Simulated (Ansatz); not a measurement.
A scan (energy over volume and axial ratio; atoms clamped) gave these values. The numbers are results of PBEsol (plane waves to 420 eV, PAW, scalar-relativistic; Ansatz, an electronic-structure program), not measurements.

The shear modulus C′ = (C11 − C12)/2 (fit, atoms clamped) comes out as 74 GPa.

Problem. Of these crystals, all scanned alike, which one is it?
(A) ZnS (zinc blende)
(B) ScAl₃ (Cu3Au type)
(C) CdSe (zinc blende)
(D) KTaO₃ (cubic perovskite)

Solution. B, ScAl₃ (Cu3Au type). The others have, for the shear modulus C′ = (C11 − C12)/2: ZnS 21 GPa, KTaO3 188 GPa, CdSe 9 GPa

All were relaxed with their symmetry unable to fall. KTaO3 is run without spin polarisation. ScAl3 is run without spin polarisation. Spin-orbit coupling is left out. With partly filled bands, the response to shear is sensitive to the k mesh, so small differences along c/a are uncertain.

(A scan under strain: stresses follow from slopes of the energy per volume, elastic moduli from its curvatures.)
